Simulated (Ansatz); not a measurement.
AlRu (CsCl type), relaxed with PBE (Ansatz, a quantum-chemistry and plane-wave program, plane waves, PAW): a = 3.0040 Å, b = 3.0040 Å, c = 3.0040 Å, α = 90.00°, β = 90.00°, γ = 90.00°.

```
Property              Value
--------------------  -----
ΔH_f (eV/atom)        -0.64
B₀ by P(V) fit (GPa)    203
```

Task: The same phase is relaxed and computed with r²SCAN in the same code. What are the cell and these values now?

Result: a = b = c = 2.983 Å, α = β = γ = 90.00°.

- ΔH_f (eV/atom): -0.71
- B₀ by P(V) fit (GPa): 220

All cells were relaxed under the symmetry of their starts (and spin orders); stability against distortions was not tested throughout. Rows with no word on spin ran without spin polarisation. Scalar-relativistic: spin–orbit coupling is off unless named, which matters more the heavier the elements.

Potentials: the later of the program's two PAW sets.

Ansatz is a plane-wave DFT program.

Formation energies count from the lowest solids of the elements computed at the same level, not from gases.
